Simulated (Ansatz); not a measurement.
NbP:
```
CELL_PARAMETERS angstrom
     -1.67350     1.67350     5.71387
      1.67350    -1.67350     5.71387
      1.67350     1.67350    -5.71387
ATOMIC_POSITIONS crystal
  Nb 0.00004 0.00004 0.00000
  Nb 0.75004 0.25004 0.50000
  P  0.58259 0.58259 0.00000
  P  0.33259 0.83259 0.50000
```

Relaxed with PBE. Special points in fractions of this cell's reciprocal vectors: Γ (0.000, 0.000, 0.000); X (0.000, 0.000, 0.500); P (0.250, 0.250, 0.250); N (0.000, 0.500, 0.000); M (0.500, 0.500, -0.500); S (0.271, 0.729, -0.271); S0 (-0.271, 0.271, 0.271); R (-0.043, 0.043, 0.500); G (0.500, 0.500, -0.043).

Problem. List the band energies nearest the Fermi level at these points for the program Ansatz at the PBE level (PAW).

Solution. In eV from the Fermi level; about four levels below and three above (degenerate sets whole), none deeper than 8.9 eV; points with the same levels are listed once.

| k | below | above |
|---|---|---|
| Γ | -2.14 -1.71 -1.37 -1.37 | 0.81 1.59 2.68 |
| X | -2.85 -2.85 -0.44 -0.44 | 2.96 2.96 3.07 3.07 |
| P | -2.89 -2.89 -0.42 -0.42 | 2.98 2.98 3.05 3.05 |
| N | -2.34 -1.86 -1.51 -0.11 | 0.06 1.31 2.46 |
| M | -2.68 -2.68 -0.54 -0.54 | 1.18 1.18 2.32 2.32 |
| S | -2.32 -2.20 -1.46 -0.16 | 0.14 1.64 2.40 |
| R | -2.82 -2.82 -0.48 -0.48 | 2.76 2.76 3.14 3.14 |

Space group I4_1md. Symmetry was held in the PBE relaxation. The run is not spin-polarised. A small band overlap can be real or an error of a semilocal functional. The Fermi level of a semimetal is unsure by some 0.05 eV on such meshes. Scalar-relativistic: spin–orbit coupling is off unless named, which matters more the heavier the elements.

Potentials: the later of the program's two PAW sets.
